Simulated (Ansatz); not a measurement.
# Bands of HfOs

```xyz
2
Lattice="3.2390 0.0000 0.0000 0.0000 3.2390 0.0000 0.0000 0.0000 3.2390" Properties=species:S:1:pos:R:3 pbc="T T T"
Hf    0.0000    0.0000    0.0000
Os    1.6195    1.6195    1.6195
```

Atoms are numbered in the order listed.

The cell comes from COD entry 1523505, which wasn't checked; take it as a given geometry.

Spin–orbit coupling is left out, though it moves levels of the heavy atoms by tenths of an eV or more.

All numbers below come from Ansatz 0.2.0, DFT, PBEsol, all-electron LAPW, scalar-relativistic.

Sampling and basis: a Γ-centred 10×10×10 k mesh, Fermi–Dirac smearing of 0.05 eV, basis error target 1 meV/atom, no spin polarisation.

Points in fractions of the reciprocal vectors of this cell: Γ (0, 0, 0), X (0, 0.5, 0), M (0.5, 0.5, 0), R (0.5, 0.5, 0.5). The path joins them by straight lines in the order Γ–X–M–Γ–R–X–R–M; legs that retrace an earlier one aren't tabulated. Energies are in eV from the Fermi level.

(1) Metal or insulator at this level of theory?

(2) Tabulate bands 38 to 44, counted from the lowest band of the run, along the path.

Results:

(1) No gap opens: metallic or semimetallic.

(2) 
```csv
k (1/Å),point,band 38,band 39,band 40,band 41,band 42,band 43,band 44
0.00,Γ,-5.38,-1.63,-1.63,-1.63,2.45,2.45,6.03
0.14,,-5.30,-1.64,-1.64,-1.59,2.29,2.50,5.36
0.28,,-5.05,-1.69,-1.69,-1.48,1.85,2.62,4.30
0.42,,-4.70,-1.74,-1.74,-1.31,1.22,2.65,3.31
0.55,,-4.35,-1.77,-1.77,-1.11,0.50,2.34,2.48
0.69,,-4.14,-1.79,-1.79,-0.90,-0.21,1.72,1.84
0.83,,-3.76,-1.79,-1.79,-0.78,-0.74,1.20,1.43
0.97,X,-3.60,-1.79,-1.79,-1.02,-0.68,1.01,1.29
1.11,,-3.58,-1.95,-1.89,-1.02,-0.63,0.82,1.58
1.25,,-3.44,-2.17,-1.96,-1.63,0.10,0.65,2.00
1.39,,-3.02,-2.52,-2.23,-1.59,0.56,0.93,2.34
1.52,,-2.87,-2.73,-2.33,-0.92,0.54,1.77,2.46
1.66,,-3.16,-3.10,-1.42,-0.14,0.55,2.22,2.53
1.80,,-3.34,-3.33,-0.40,0.53,0.57,1.60,3.06
1.94,M,-3.41,-3.41,0.47,0.63,0.81,0.81,3.24
2.14,,-3.33,-3.21,-0.60,-0.35,1.17,1.67,2.93
2.33,,-3.11,-2.63,-1.84,-1.54,1.01,2.27,2.33
2.53,,-3.00,-2.78,-2.19,-1.83,0.81,1.90,2.46
2.72,,-3.99,-2.39,-2.10,-1.18,1.38,1.74,2.47
2.92,,-4.75,-2.01,-1.82,-1.19,1.90,2.45,2.86
3.12,,-5.22,-1.73,-1.67,-1.49,2.26,2.45,4.76
3.31,Γ,-5.38,-1.63,-1.63,-1.63,2.45,2.45,6.03
3.55,,-5.17,-1.75,-1.75,-1.40,2.32,2.32,3.96
3.79,,-4.58,-2.13,-2.13,-1.28,2.06,2.19,2.19
4.03,,-3.77,-2.65,-2.65,-2.53,2.30,2.30,2.79
4.27,,-3.09,-3.09,-2.99,-2.99,2.04,2.04,3.65
4.51,,-3.29,-3.29,-2.43,-2.43,1.37,1.37,4.67
4.75,,-3.28,-2.39,-2.16,-2.16,0.80,0.80,5.14
4.99,R,-3.24,-2.10,-2.10,-2.10,0.57,0.57,4.21
5.19,,-3.24,-2.34,-2.29,-1.86,0.62,0.79,4.86
5.38,,-3.24,-2.69,-2.63,-1.56,0.69,1.23,4.68
5.58,,-3.18,-3.07,-2.68,-1.46,0.73,1.57,3.36
5.78,,-3.35,-3.02,-2.49,-1.55,0.78,1.67,2.01
5.97,,-3.51,-2.71,-2.01,-1.69,0.74,0.82,1.55
6.17,,-3.58,-2.22,-1.77,-1.25,-0.37,0.88,1.37
6.36,X,-3.60,-1.79,-1.79,-1.02,-0.68,1.01,1.29
7.73,R,-3.24,-2.10,-2.10,-2.10,0.57,0.57,4.21
7.87,,-3.29,-2.47,-1.95,-1.95,0.56,0.69,4.55
8.01,,-3.37,-3.28,-1.56,-1.56,0.55,0.83,5.26
8.15,,-3.43,-3.43,-1.03,-1.03,0.53,0.85,4.55
8.29,,-3.45,-3.45,-0.43,-0.43,0.51,0.79,3.98
8.43,,-3.44,-3.44,0.16,0.16,0.49,0.71,3.57
8.57,,-3.42,-3.42,0.47,0.62,0.62,0.65,3.32
8.70,M,-3.41,-3.41,0.47,0.63,0.81,0.81,3.24
```
